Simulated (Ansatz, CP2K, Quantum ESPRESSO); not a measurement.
One calculation of In, 3 ways

```
In
1.0
     3.25230    0.00000    0.00000
    -1.62615    2.96054    0.00000
     0.00000    0.00000   25.87103
In
5
Direct
  0.30170 0.60341 0.28990
  0.60341 0.20681 0.39495
  0.90511 0.81022 0.50000
  0.20681 0.41362 0.60505
  0.50851 0.01703 0.71010
```

Alike in all runs: functional PBE; k mesh 9 × 9 × 1; occupations fermi-dirac, width 0.05 eV; no spin polarisation; no spin-orbit coupling.

```
                                       program and potentials  plane-wave cutoff (eV)         notes  largest force (eV/Å)
                                           Ansatz, Ansatz PAW                     420             -                 0.141
CP2K, POTENTIAL_UZH In GTH-PBE-q13; TZVP-MOLOPT-PBE-GTH basis                       -  atomic basis                 0.155
           Quantum ESPRESSO, PseudoDojo 0.4.1 SR PBE standard                     952             -                 0.140
```

Force on atom 5 (In), eV/Å:

```csv
program and potentials,x,y,z
"Ansatz, Ansatz PAW",0.000,0.003,0.141
"CP2K, POTENTIAL_UZH In GTH-PBE-q13; TZVP-MOLOPT-PBE-GTH basis",0.000,0.000,0.155
"Quantum ESPRESSO, PseudoDojo 0.4.1 SR PBE standard",0.000,0.003,0.140
```

Rows in atomic bases carry the error of their basis and grid, which can be large.

The functional is the same throughout but for its coding, so the spread measures potentials, basis and numerics; runs on potential files found faulty are left out.
